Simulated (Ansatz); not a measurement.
## Lu3Al: Lu on an Al site + Al on a Lu site

Level of theory: PBEsol, no spin polarisation, scalar-relativistic; Ansatz, plane waves to 420 eV (PAW set soft_2), k-mesh 3×3×3.

The relaxed host crystal (no gap at this level of theory):

```
Al Lu
1.0
     6.52446    0.00000    0.00000
    -3.26223    5.65035    0.00000
     0.00000    0.00000    5.14242
Al Lu
2 6
Cartesian
  3.2622 1.8834 1.2856
  0.0000 3.7669 3.8568
  4.8339 0.9761 3.8568
  1.6906 0.9761 3.8568
  3.2622 3.6982 3.8568
  -1.5716 4.6743 1.2856
  1.5716 4.6743 1.2856
  0.0000 1.9521 1.2856
```

Supercell of 24 atoms, rows of the matrix [[1,1,-1],[0,-1,-1],[-1,0,-1]] times the cell vectors; Lu on an Al site at (0.667, 0.333, 0.250); Al on a Lu site at (-0.173, 0.173, 0.750) in fractions of the cell above. Atoms are relaxed at the host's cell, from a start shaken by 0.03 Å near the defect.

Distances from the Lu atom (Å), by shell of the perfect crystal:

| shell | perfect crystal | relaxed, charge 0 |
| --- | --- | --- |
| 6 Lu | 3.15 | 3.19 (3.16 to 3.22) |
| 6 Lu | 3.26 | 3.32 (3.21 to 3.41) |

```csv
charge,gap of the cell on the mesh (eV)
0,0.00
```

Formation energy of the neutral defect: 1.05 eV; no atoms are exchanged with the outside, so it hangs on no chemical potential.

Relaxed cell at charge 0:

```
Lu3Al Lu_Al+Al_Lu charge 0
1.0
     3.2622    5.6503   -5.1424
     3.2622   -5.6503   -5.1424
    -6.5245    0.0000   -5.1424
Lu Al
18 6
Direct
  0.9155 0.5803 0.2543
  0.7411 0.5868 0.9236
  0.0900 0.9110 0.2478
  0.5821 0.4071 0.2498
  0.2598 0.1006 0.8993
  0.9187 0.7541 0.5799
  0.9124 0.2548 0.0804
  0.5714 0.9355 0.7339
  0.2490 0.5849 0.4274
  0.9157 0.0890 0.7456
  0.5844 0.7478 0.4083
  0.2467 0.4263 0.0868
  0.0883 0.2433 0.4294
  0.7399 0.9282 0.0817
  0.4093 0.5724 0.7598
  0.7426 0.4050 0.5914
  0.4218 0.0748 0.2624
  0.0912 0.7529 0.9065
  0.5814 0.2521 0.9177
  0.2497 0.9170 0.5825
  0.7541 0.0793 0.4145
  0.4155 0.7546 0.0801
  0.0770 0.4200 0.7552
  0.4152 0.2565 0.5783
```

Caveats: small supercell, so energies and levels can be off by tenths of an eV; one random start near the defect, so other minima are possible.
